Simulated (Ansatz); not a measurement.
Geometry optimisation in Ansatz: input, command and trajectory.

```yaml
crystal:
  lattice:
    - [4.3572326907, 0.0, 0.0]
    - [0.0, 4.3572326907, 0.0]
    - [0.0, 0.0, 4.3572326907]
  atoms:
    - { symbol: Fe, position: [0.1373197973, 0.1373197973, 0.1373197973] }
    - { symbol: Fe, position: [0.3626802027, 0.8626802027, 0.6373197973] }
    - { symbol: Fe, position: [0.6373197973, 0.3626802027, 0.8626802027] }
    - { symbol: Fe, position: [0.8626802027, 0.6373197973, 0.3626802027] }
    - { symbol: Si, position: [0.8413171426, 0.8413171426, 0.8413171426] }
    - { symbol: Si, position: [0.6586828574, 0.1586828574, 0.3413171426] }
    - { symbol: Si, position: [0.3413171426, 0.6586828574, 0.1586828574] }
    - { symbol: Si, position: [0.1586828574, 0.3413171426, 0.6586828574] }
basis:
  ecutwfc: 420
kpoints:
  mp_grid: { grid: [8, 8, 8] }
hamiltonian:
  xc: pbe
scf:
  occupations: { method: gaussian, width: 0.01 }
output:
  forces: true
  stress: true
  eigenvalues: true
relax:
  adjacent_minimum: "off"
  f_tol: 0.01
  max_steps: 30
```

```bash
ansatz run input.yaml --threads 2 --pin off --max-ram 5120MiB --backend cpu --events-out ev --progress --plain --runs-dir out
```

The calculation used DFT PBE, scalar-relativistic, plane waves, PAW in Ansatz.

The volume is held at 0.94 times that of the relaxed cell.

Of 4 frames 3 are shown, positions in Å and forces in eV/Å; the SCF threshold varies from step to step. Spin polarisation was left out; whether the Fe atoms would carry moments isn't shown by this run.

```xyz
8
Lattice="4.3572 0.0000 0.0000 0.0000 4.3572 0.0000 0.0000 0.0000 4.3572" Properties=species:S:1:pos:R:3:forces:R:3 pbc="T T T" step=1 free_energy_over_end_meV_per_atom=0.35
Fe    0.5983    0.5983    0.5983    0.0751    0.0751    0.0751
Fe    1.5803    3.7589    2.7770   -0.0751   -0.0751    0.0751
Fe    2.7770    1.5803    3.7589    0.0751   -0.0751   -0.0751
Fe    3.7589    2.7770    1.5803   -0.0751    0.0751   -0.0751
Si    3.6658    3.6658    3.6658    0.0342    0.0342    0.0342
Si    2.8700    0.6914    1.4872   -0.0342   -0.0342    0.0342
Si    1.4872    2.8700    0.6914    0.0342   -0.0342   -0.0342
Si    0.6914    1.4872    2.8700   -0.0342    0.0342   -0.0342
8
Lattice="4.3572 0.0000 0.0000 0.0000 4.3572 0.0000 0.0000 0.0000 4.3572" Properties=species:S:1:pos:R:3:forces:R:3 pbc="T T T" step=2 free_energy_over_end_meV_per_atom=0.15
Fe    0.6002    0.6002    0.6002    0.0481    0.0481    0.0481
Fe    1.5784    3.7570    2.7788   -0.0481   -0.0481    0.0481
Fe    2.7788    1.5784    3.7570    0.0481   -0.0481   -0.0481
Fe    3.7570    2.7788    1.5784   -0.0481    0.0481   -0.0481
Si    3.6665    3.6665    3.6665    0.0238    0.0238    0.0238
Si    2.8693    0.6907    1.4879   -0.0238   -0.0238    0.0238
Si    1.4879    2.8693    0.6907    0.0238   -0.0238   -0.0238
Si    0.6907    1.4879    2.8693   -0.0238    0.0238   -0.0238
8
Lattice="4.3572 0.0000 0.0000 0.0000 4.3572 0.0000 0.0000 0.0000 4.3572" Properties=species:S:1:pos:R:3:forces:R:3 pbc="T T T" step=4 free_energy_over_end_meV_per_atom=0.00
Fe    0.6036    0.6036    0.6036    0.0008    0.0008    0.0008
Fe    1.5751    3.7537    2.7822   -0.0008   -0.0008    0.0008
Fe    2.7822    1.5751    3.7537    0.0008   -0.0008   -0.0008
Fe    3.7537    2.7822    1.5751   -0.0008    0.0008   -0.0008
Si    3.6681    3.6681    3.6681   -0.0014   -0.0014   -0.0014
Si    2.8677    0.6891    1.4895    0.0014    0.0014   -0.0014
Si    1.4895    2.8677    0.6891   -0.0014    0.0014    0.0014
Si    0.6891    1.4895    2.8677    0.0014   -0.0014    0.0014
```

Time: 35 s on 2 threads of Arm Neoverse V1, on a shared host, peak memory 0.42 GiB.